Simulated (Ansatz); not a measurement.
Consider the following.

Relaxed PtSe$_{2}$ (CdI2 type):

```xyz
3
Lattice="3.7391 0.0000 0.0000 -1.8696 3.2382 0.0000 0.0000 0.0000 4.6295" Properties=species:S:1:pos:R:3 pbc="T T T"
Pt     0.0000     0.0000     0.0000
Se     1.8696     1.0794     1.2600
Se     0.0000     2.1588     3.3695
```

In this cell atom 2 (Se, nearest neighbour Pt at 2.500 Å; its periodic images, 3.7 Å or more away, move with it) is moved by s along Cartesian [111], unit vector (0.577, 0.577, 0.577); all other atoms and the cell stay fixed.

The numbers are results of PBEsol-D3(BJ) (plane waves to 420 eV, PAW, scalar-relativistic; Ansatz, an electronic-structure program), not measurements. k mesh 12×12×8 (Γ-centred), Fermi-Dirac smearing 0.05 eV. E stands for the smeared free energy. With partly filled bands, energies and forces of such displacements shift with the k mesh and the smearing. PtSe2 is run without spin polarisation. PtSe2 was relaxed with its symmetry unable to fall. Spin-orbit coupling is left out, though Pt is heavy. ΔE is measured from the undisplaced structure.

The scan covers s from -0.500 to 0.500 Å in 11 points.

Task: Is the energy the same for displacements of ±0.500 Å, and if not, which side lies higher?

Result: Not even: the negative side lies higher at ±0.500 Å. With its periodic images moving along, the atom's site symmetry in this cell is 3m..

Task: What force acts on the atom along the line at s = -0.500 Å?

Result: 11.6 eV/Å.

Task: What is the energy change at s = 0.500 Å?

Result: 556 meV/cell.

Task: What is the force constant k = d²E/ds² of this move at s = 0?

Result: 8.78 eV/Å².

(A displaced cell: forces are minus the slopes of the energy, force constants its curvatures, and phonons follow from these.)
